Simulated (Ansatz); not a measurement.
The relaxed structure here is a generated cell of Rh: the first start was made by placing the elements on the sites of a structure type, and the end was not matched to a known phase here, so it may be hypothetical. Known forms of Rh include space group No. 225.

One stationary structure of Rh. The numbers are results of PBEsol (plane waves to 420 eV, PAW, scalar-relativistic; Ansatz, a quantum-chemistry and plane-wave program), not measurements.

```
CELL_PARAMETERS angstrom
      4.28206     0.00000     0.00000
     -2.14103     3.70838     0.00000
      0.00000     0.00000     2.62000
ATOMIC_POSITIONS crystal
  Rh 0.00000 0.00000 0.00000
  Rh 0.33333 0.66667 0.50000
  Rh 0.66667 0.33333 0.50000
```

Problem. Determine the symmetry and give the standard cell with its independent sites.

Solution. Space group P6/mmm (No. 191); a = b = 4.282 Å, c = 2.620 Å, α = β = 90.00°, γ = 120.00°

```csv
atom,site,symmetry,x,y,z
Rh,1a,6/mmm,0.0000,0.0000,0.0000
Rh,2d,-6m2,0.3333,0.6667,0.5000
```

Problem. Give the shortest distances between elements (the closest pairs, up to four, under 3.6 Å).

Solution. Rh–Rh 2.47 Å.

* **Volume per atom**: 13.87 Å³
* **Density**: 12.32 g/cm³
* **Band gap**: zero (metallic)

No spin polarisation in the result.

The run could not lose the symmetry of its start; a randomly shaken copy of 6 atoms returns to this structure.

All atoms sit on sites fixed by symmetry, so only the cell could relax.
